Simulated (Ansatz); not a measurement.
The following input was run with Ansatz 0.2.0.

```yaml
crystal:
  lattice:
    - [3.1204069007, 0.0, 0.0]
    - [-1.5602034504, 6.1523257965, 0.0]
    - [0.0, 0.0, 27.0062408585]
  atoms:
    - { symbol: S, position: [0.8927216589, 0.7854433177, 0.2777135863] }
    - { symbol: Mo, position: [0.532155393, 0.0643107859, 0.3020287471] }
    - { symbol: S, position: [0.1715891271, 0.3431782541, 0.3263439079] }
    - { symbol: S, position: [0.4248770518, 0.8497541037, 0.3766992127] }
    - { symbol: Mo, position: [0.0643107859, 0.1286215719, 0.4010143735] }
    - { symbol: S, position: [0.70374452, 0.4074890401, 0.4253295344] }
    - { symbol: S, position: [0.9570324448, 0.9140648896, 0.4756848392] }
    - { symbol: Mo, position: [0.5964661789, 0.1929323578, 0.5] }
    - { symbol: S, position: [0.235899913, 0.471799826, 0.5243151608] }
    - { symbol: S, position: [0.4891878378, 0.9783756755, 0.5746704656] }
    - { symbol: Mo, position: [0.1286215719, 0.2572431437, 0.5989856265] }
    - { symbol: S, position: [0.768055306, 0.5361106119, 0.6233007873] }
    - { symbol: S, position: [0.0213432307, 0.0426864615, 0.6736560921] }
    - { symbol: Mo, position: [0.6607769648, 0.3215539297, 0.6979712529] }
    - { symbol: S, position: [0.3002106989, 0.6004213979, 0.7222864137] }
basis:
  ecutwfc: 420
kpoints:
  mp_grid: { grid: [11, 6, 1] }
hamiltonian:
  xc: pbesol
scf:
  occupations: { method: fermi_dirac, width: 0.025 }
output:
  forces: true
  stress: true
  eigenvalues: true
efield:
  axis: 3
  dipole_correction: true
  ramp_width: 0.04
```

Run as
```bash
ansatz run input.yaml --threads 2 --pin off --max-ram 5120MiB --backend cpu --events-out ev --progress --plain --runs-dir out
```

Computed with DFT PBEsol, scalar-relativistic, plane waves, PAW in Ansatz 0.2.0.

Abridged output (iterations and final results):

```
SCF iter   1: F=—  HF=-33344.006295 eV  |F-HF|=—  |Δ(HF+E_count)|=         —  Δρ=7.14e-3  dr2=2.63e0  ethr=1.77e-3  p=0.000 e·Å  D=1.62e-13 V/Å  ΔV_dip= 0.00 eV  dr2_dipole=2.44e-7  V_vac-E_F(+/−)=4.41/4.41 eV  ⟨swp⟩=8.2  Hψ=12217  notcnv=0  defer=10
efield: sawtooth ramp at fractional position 0.9800 (placed from the atoms, in the widest stretch of the axis that holds none; the zero of the levels goes with the place), width 0.0400; the density the first Hamiltonian is built on has a dipole p = 0.000 e·Å; the dipole correction subtracts the counter field D = 1.62e-13 V/Å, which shifts the + side's vacuum level by  0.00 eV against the − side's; the planar-averaged density in the ramp window peaks in size at 8.7e-6 e/Å³
SCF iter   2: F=—  HF=-33343.908908 eV  |F-HF|=—  |Δ(HF+E_count)|=   9.74e-2  Δρ=3.65e-3  dr2=8.22e-2  ethr=1.77e-3  p=0.000 e·Å  D=2.25e-6 V/Å  ΔV_dip= 0.00 eV  dr2_dipole=2.19e-7  V_vac-E_F(+/−)=4.77/4.77 eV  ⟨swp⟩=2.0  Hψ=3268  notcnv=0  defer=97
SCF iter   3: F=—  HF=-33343.900888 eV  |F-HF|=—  |Δ(HF+E_count)|=   8.02e-3  Δρ=1.68e-3  dr2=6.46e-2  ethr=6.32e-5  p=0.000 e·Å  D=2.49e-7 V/Å  ΔV_dip= 0.00 eV  dr2_dipole=1.30e-7  V_vac-E_F(+/−)=4.81/4.81 eV  ⟨swp⟩=3.5  Hψ=5361  notcnv=0  defer=159
SCF iter   4: F=—  HF=-33343.896245 eV  |F-HF|=—  |Δ(HF+E_count)|=   4.64e-3  Δρ=4.30e-4  dr2=5.19e-3  ethr=4.97e-5  p=0.000 e·Å  D=2.40e-6 V/Å  ΔV_dip= 0.00 eV  dr2_dipole=2.44e-10  V_vac-E_F(+/−)=4.85/4.85 eV  ⟨swp⟩=2.1  Hψ=3177  notcnv=0  defer=159
SCF iter   5: F=—  HF=-33343.896071 eV  |F-HF|=—  |Δ(HF+E_count)|=   1.74e-4  Δρ=1.70e-4  dr2=3.76e-4  ethr=4.00e-6  p=0.000 e·Å  D=8.98e-7 V/Å  ΔV_dip= 0.00 eV  dr2_dipole=9.50e-11  V_vac-E_F(+/−)=4.87/4.87 eV  ⟨swp⟩=2.1  Hψ=3465  notcnv=0  defer=159
SCF iter   6: F=—  HF=-33343.896049 eV  |F-HF|=—  |Δ(HF+E_count)|=   2.14e-5  Δρ=5.25e-5  dr2=3.51e-5  ethr=2.89e-7  p=0.000 e·Å  D=3.97e-7 V/Å  ΔV_dip= 0.00 eV  dr2_dipole=1.14e-10  V_vac-E_F(+/−)=4.88/4.88 eV  ⟨swp⟩=2.1  Hψ=3977  notcnv=0  defer=159
SCF iter   7: F=—  HF=-33343.896238 eV  |F-HF|=—  |Δ(HF+E_count)|=   1.89e-4  Δρ=1.66e-5  dr2=3.76e-6  ethr=2.70e-8  p=0.000 e·Å  D=6.06e-8 V/Å  ΔV_dip= 0.00 eV  dr2_dipole=5.26e-10  V_vac-E_F(+/−)=4.88/4.88 eV  ⟨swp⟩=2.2  Hψ=4085  notcnv=0  defer=159
SCF iter   8: F=—  HF=-33343.896239 eV  |F-HF|=—  |Δ(HF+E_count)|=   5.86e-7  Δρ=6.84e-6  dr2=6.44e-7  ethr=2.89e-9  p= 0.000 e·Å  D=-1.01e-9 V/Å  ΔV_dip=0.00 eV  dr2_dipole=4.35e-12  V_vac-E_F(+/−)=4.88/4.88 eV  ⟨swp⟩=2.0  Hψ=3842  notcnv=0  defer=159
SCF iter   9: F=-33343.896239 eV  HF=-33343.896239 eV  |F-HF|=2.03e-8  |Δ(HF+E_count)|=   1.09e-7  Δρ=2.44e-6  dr2=7.81e-8  ethr=7.69e-11  p=0.000 e·Å  D=5.48e-8 V/Å  ΔV_dip= 0.00 eV  dr2_dipole=3.11e-13  V_vac-E_F(+/−)=4.88/4.88 eV  ⟨swp⟩=12.2  Hψ=14557  notcnv=0
SCF 1 converged in 9 iterations: F = -33343.896239 eV  dr2 = 7.81e-8
SCF converged after 9 iterations
Free energy (F): -33343.896239 eV
Harris-Foulkes:  -33343.896239 eV  (|F-HF|=2.03e-8)
Internal energy: -33343.873273 eV  (E = F + TS)
E sigma→0 (E₀):  -33343.884756 eV
Entropy (-TS):   -0.022966 eV (-1.531 meV/atom)
Fermi energy:    3.314134 eV
Dipole field:    D = 0.000001 V/Å  (p = 0.000001 e·Å, saw-weighted, corrected)
Work function:   Φ+ = 4.8835 eV   Φ− = 4.8835 eV
Levels:          The Fermi level and band energies are counted from a zero that moves with the ramp; work functions are not
--- Per-component energies (eV) ---
  E_band       = -1764.483677
  E_kinetic    = 3268.280988
  E_local      = -101846.358169  (includes V_loc(G=0)·N_el)
  E_nonlocal   = 1010.063973
  E_hartree    = 49294.719464
  E_xc         = -1870.089725
  E_vxc        = -2011.904108  (∫ρ·V_xc dr)
  E_paw        = -21559.680265  (= ΣΔE_a)
  E_vpaw       = -774.011100  (= ΣTr[D̂ρ^β])
  E_aug_tail   = 0.000200  (compensation charges beyond the density's cutoff)
  E_efield     = 0.000000  (sawtooth field / dipole correction)
  E_vefield    = 0.000000  (∫n·V_field dr)
  E_ewald      = 38357.524271
  E_core_change = 1.665990  (= ΣΔE_core)
  E_smearing   = -0.022966  (= −TS)
--- Forces (eV/Å), atoms counted from 1 ---
  atom   1  S      0.00006726     1.58862637    -0.49774693
  atom   2  Mo    -0.00008104    -2.52463904     2.81788195
  atom   3  S      0.00034632     0.23163429    -0.99821036
  atom   4  S     -0.00007815     0.67183379    -1.13049533
  atom   5  Mo    -0.00058086    -0.04382894    -0.18001304
  atom   6  S      0.00033005    -0.04399311    -0.06632846
  atom   7  S     -0.00038585     0.17433080    -0.13658171
  atom   8  Mo    -0.00000001     0.00000036     0.00000575
  atom   9  S      0.00038540    -0.17433089     0.13658713
  atom  10  S     -0.00033010     0.04399349     0.06632323
  atom  11  Mo     0.00058066     0.04383069     0.18000433
  atom  12  S      0.00007854    -0.67183493     1.13049247
  atom  13  S     -0.00034633    -0.23163488     0.99821449
  atom  14  Mo     0.00008110     2.52463948    -2.81788039
  atom  15  S     -0.00006741    -1.58862665     0.49774786
--- Stress (GPa, compression-positive) ---
       -1.018669       0.001832      -0.000119
        0.001832      -2.191027       0.450670
       -0.000119       0.450670      -1.809048
  P = ⅓ Tr σ = -1.6729 GPa (-16.729 kbar)
--- Band table (eV; the first three rows and the last of 34) ---
  k-point 0: bands = ["-58.3092", "-58.3092", "-58.2367", "-58.1327", "-58.1298", "-32.5946", "-32.5437", "-32.4636", "-32.3646", "-32.3591", "-32.3498", "-32.3352", "-32.3344", "-32.2929", "-32.2801", "-32.2486", "-32.2482", "-32.1813", "-32.1717", "-32.1606", "-11.7343", "-11.2944", "-10.6762", "-10.2370", "-10.1546", "-10.1221", "-9.9835", "-9.6612", "-9.0802", "-8.9439", "-3.6713", "-3.3120", "-3.1420", "-2.6540", "-2.4885", "-2.1752", "-2.0703", "-1.6225", "-1.4264", "-1.1634", "-0.8827", "-0.6158", "-0.5822", "-0.3361", "-0.2926", "-0.0061", "0.0003", "0.0654", "0.4156", "0.6535", "1.2890", "1.3877", "1.4387", "1.4709", "1.5868", "1.6421", "1.7255", "1.8323", "1.8388", "1.9668", "1.998 ...
  k-point 1: bands = ["-58.3092", "-58.3092", "-58.2367", "-58.1327", "-58.1298", "-32.5946", "-32.5437", "-32.4636", "-32.3647", "-32.3591", "-32.3498", "-32.3352", "-32.3344", "-32.2929", "-32.2801", "-32.2486", "-32.2482", "-32.1813", "-32.1717", "-32.1606", "-11.6675", "-11.2330", "-10.6250", "-10.3303", "-10.1802", "-10.1520", "-9.9891", "-9.7047", "-9.1330", "-8.9941", "-3.4602", "-3.3723", "-2.9724", "-2.7072", "-2.3452", "-2.2309", "-1.8636", "-1.7136", "-1.3907", "-1.0628", "-0.8819", "-0.6635", "-0.5582", "-0.3154", "-0.2843", "0.0041", "0.0171", "0.0210", "0.3940", "0.6063", "0.7653", "1.1149", "1.1957", "1.3986", "1.5282", "1.6224", "1.6882", "1.8002", "1.8863", "1.9633", "2.0398 ...
  k-point 2: bands = ["-58.3092", "-58.3092", "-58.2367", "-58.1327", "-58.1298", "-32.5946", "-32.5437", "-32.4636", "-32.3647", "-32.3592", "-32.3498", "-32.3352", "-32.3344", "-32.2929", "-32.2802", "-32.2486", "-32.2482", "-32.1813", "-32.1717", "-32.1606", "-11.4909", "-11.0721", "-10.5870", "-10.4843", "-10.3774", "-10.1470", "-9.9805", "-9.7470", "-9.2448", "-9.1132", "-3.5048", "-2.9046", "-2.6975", "-2.5172", "-2.3283", "-2.0559", "-1.8896", "-1.4972", "-1.3981", "-1.0826", "-0.8569", "-0.7410", "-0.5072", "-0.2906", "-0.2725", "-0.2670", "0.0273", "0.0494", "0.1328", "0.2828", "0.6019", "0.7600", "0.9273", "1.2208", "1.4224", "1.6175", "1.6491", "1.7076", "1.8870", "1.9884", "2.074 ...
  k-point 33: bands = ["-58.2849", "-58.2849", "-58.2099", "-58.1095", "-58.1094", "-32.6571", "-32.6455", "-32.6100", "-32.5828", "-32.5440", "-32.4405", "-32.3968", "-32.3199", "-32.3026", "-32.3018", "-32.2966", "-32.2758", "-32.2516", "-32.2157", "-32.2150", "-9.9656", "-9.9019", "-9.8368", "-9.7811", "-9.5297", "-9.4457", "-9.2997", "-9.2380", "-8.6140", "-8.6107", "-3.5677", "-3.4944", "-2.9814", "-2.8910", "-2.5308", "-2.3103", "-2.1858", "-2.0880", "-1.8088", "-1.6553", "-1.5121", "-1.4688", "-1.2965", "-1.1592", "-0.8307", "-0.7615", "-0.6137", "-0.5358", "-0.4523", "-0.3000", "-0.1586", "-0.0080", "0.0935", "0.2580", "0.3551", "0.5383", "0.6613", "0.6971", "1.2175", "1.3885", "2.08 ...
```

The run converged.

The run took 58 s on 2 threads of AMD EPYC 7R43 64-Core Processor (Zen 3), with other jobs on the host, peak memory 1.4 GiB.